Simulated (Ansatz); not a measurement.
Ga:
```
CELL_PARAMETERS angstrom
      2.29089    -3.87147     0.00000
      2.29089     3.87147     0.00000
      0.00000     0.00000     4.58285
ATOMIC_POSITIONS crystal
  Ga 0.65631 0.34369 0.41761
  Ga 0.34369 0.65631 0.58239
  Ga 0.84369 0.15631 0.91761
  Ga 0.15631 0.84369 0.08239
```

Relaxed with PBE.

Task: Which orbitals make up the states near the Fermi level in plane-wave PAW PBE (Ansatz code)?

Result: Within 0.5 eV of the Fermi level: Ga 4p 81 %, Ga 4s 17 %. Projections are on Löwdin-orthogonalised atomic valence shells; empty p or d shells of many metals are not among them.

Task: Tabulate the density of states.

Result: States/eV per cell of 4 atoms, in 0.25 eV bins, energy from the Fermi level.

```tsv
E (eV)	total	Ga 4p	Ga 4s	Ga 3d
-7.85	0.91	0.42	0.48	0.01
-7.60	0.93	0.43	0.49	0.01
-7.35	0.96	0.44	0.51	0.01
-7.10	1.09	0.48	0.60	0.01
-6.85	1.16	0.52	0.63	0.01
-6.60	1.14	0.52	0.61	0.01
-6.35	0.86	0.39	0.46	0.01
-6.10	0.89	0.42	0.47	0.01
-5.85	1.20	0.59	0.60	0.01
-5.60	1.18	0.57	0.59	0.01
-5.35	1.29	0.65	0.63	0.01
-5.10	1.33	0.67	0.65	0.01
-4.85	1.28	0.63	0.64	0.01
-4.60	1.24	0.59	0.63	0.01
-4.35	1.16	0.55	0.60	0.01
-4.10	0.99	0.51	0.47	0.01
-3.85	0.92	0.49	0.42	0.01
-3.60	0.88	0.48	0.39	0.01
-3.35	1.14	0.70	0.43	0.01
-3.10	1.44	0.93	0.49	0.01
-2.85	1.42	0.99	0.42	0.01
-2.60	1.34	0.98	0.34	0.01
-2.35	1.36	1.04	0.31	0.01
-2.10	1.43	1.12	0.29	0.01
-1.85	1.58	1.29	0.28	0.01
-1.60	1.86	1.58	0.26	0.01
-1.35	2.18	1.89	0.26	0.01
-1.10	2.11	1.85	0.24	0.01
-0.85	1.79	1.56	0.21	0.01
-0.60	1.56	1.35	0.20	0.01
-0.35	1.31	1.11	0.18	0.01
-0.10	0.89	0.74	0.14	0.00
0.15	0.55	0.43	0.10	0.00
0.40	0.99	0.74	0.23	0.00
0.65	1.45	1.02	0.40	0.01
0.90	1.98	1.27	0.66	0.01
1.15	2.31	1.48	0.76	0.01
1.40	1.95	1.31	0.58	0.01
1.65	1.72	1.18	0.48	0.01
1.90	1.48	1.02	0.41	0.00
2.15	1.55	1.08	0.41	0.00
2.40	1.77	1.26	0.43	0.01
2.65	1.87	1.36	0.42	0.01
2.90	2.09	1.51	0.46	0.01
3.15	1.99	1.45	0.42	0.01
3.40	1.72	1.28	0.34	0.00
3.65	2.06	1.56	0.36	0.01
3.90	1.96	1.46	0.35	0.00
4.15	1.92	1.44	0.33	0.00
```

Space group Cmce (α-Ga). The cell was relaxed with PBE under the symmetry of its start. Scalar-relativistic: spin–orbit coupling is off unless named, which matters more the heavier the elements.

Potentials: the earlier of the program's two PAW sets.
